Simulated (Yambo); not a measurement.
Yambo run on TiCdO3 (space group R-3, No. 148). The wavefunctions come from this Quantum ESPRESSO step (PBEsol, PseudoDojo standard norm-conserving files, scalar-relativistic):

```
&CONTROL
  calculation = 'nscf'
  pseudo_dir = './pseudo'
  outdir = './out'
/
&SYSTEM
  ibrav = 0
  nat = 10
  ntyp = 3
  ecutwfc = 102.0
  ecutrho = 408.0
  occupations = 'fixed'
  force_symmorphic = .true.
  nbnd = 201
/
&ELECTRONS
  conv_thr = 1e-08
  diago_full_acc = .true.
  diago_thr_init = 1e-08
/
ATOMIC_SPECIES
O 15.9990 O.upf
Ti 47.8670 Ti.upf
Cd 112.4140 Cd.upf
CELL_PARAMETERS angstrom
  2.629944922000   1.518399409000   4.968480000000
 -2.629944922000   1.518399409000   4.968480000000
  0.000000000000  -3.036798817000   4.968480000000
ATOMIC_POSITIONS crystal
O   0.804510000000   0.437700000000   0.035810000000
O   0.195490000000   0.562300000000   0.964190000000
O   0.035810000000   0.804510000000   0.437700000000
O   0.964190000000   0.195490000000   0.562300000000
O   0.437700000000   0.035810000000   0.804510000000
O   0.562300000000   0.964190000000   0.195490000000
Ti   0.849950000000   0.849950000000   0.849950000000
Ti   0.150050000000   0.150050000000   0.150050000000
Cd   0.636817000000   0.636817000000   0.636817000000
Cd   0.363183000000   0.363183000000   0.363183000000
K_POINTS automatic
2 2 2 0 0 0
```

Yambo input:

```
rim_cut
gw0
dyson
el_el_corr
HF_and_locXC
ppa
em1d
RandQpts= 1000000
RandGvec= 1 Ry
EXXRLvcs= 102 Ry
VXCRLvcs= 408 Ry
Chimod= "HARTREE"
% BndsRnXp
 11 | 200 |
%
NGsBlkXp= 7 Ry
% LongDrXp
 1.0 | 1.0 | 1.0 |
%
PPAPntXp= 27.2114 eV
% GbndRnge
 1 | 200 |
%
GTermKind= "BG"
DysSolver= "n"
ExtendOut
% QPkrange
 1 | 1 | 50 | 51 |
 2 | 2 | 50 | 51 |
 3 | 3 | 50 | 51 |
 4 | 4 | 50 | 51 |
%
```

k points by index: 1 = Γ, 2 = L, 3 = F, 4 = Z.

Resulting energies as the program prints them:

```
#    K-point    Band    Eo [eV]    E [eV]    E-Eo [eV]    Vxc [eV]    Vnlxc [eV]    Sc|Eo [eV]    Sc|E [eV]    dSc/dw|Eo [eV]    Re(Z)    Im(Z)
#
    1    50    -0.009137    -0.385979    -0.376842    -20.79345    -25.73600    4.457766    4.565716    -7.792087    0.777388    -0.001498
    1    51    3.060939    4.122101    1.061162    -16.59668    -10.87581    -4.403912    -4.659716    -6.558873    0.805778    -0.001254
    2    50    -0.207207    -0.559561    -0.352354    -20.77213    -25.34882    4.123839    4.224331    -7.757845    0.778149    -0.001516
    2    51    3.328965    4.644845    1.315880    -18.67679    -11.52674    -5.474193    -5.834164    -7.442203    0.785232    -0.002486
    3    50    0.000000    -0.360534    -0.360534    -20.55557    -25.45771    4.437537    4.541606    -7.851513    0.776070    -0.001550
    3    51    3.344533    4.756823    1.412290    -19.69429    -12.13279    -5.741103    -6.149208    -7.860921    0.775853    -0.003100
    4    50    -0.161590    -0.516485    -0.354895    -20.59332    -25.43582    4.385124    4.487605    -7.853182    0.776031    -0.002148
    4    51    3.455912    4.856387    1.400475    -19.69820    -12.02584    -5.860383    -6.271889    -7.993902    0.772927    -0.002421
```
(The two width columns are left out.) Convergence of these settings isn't established.

Spin-orbit coupling is not included.

Geometry of the Materials Project entry, not relaxed at this level.
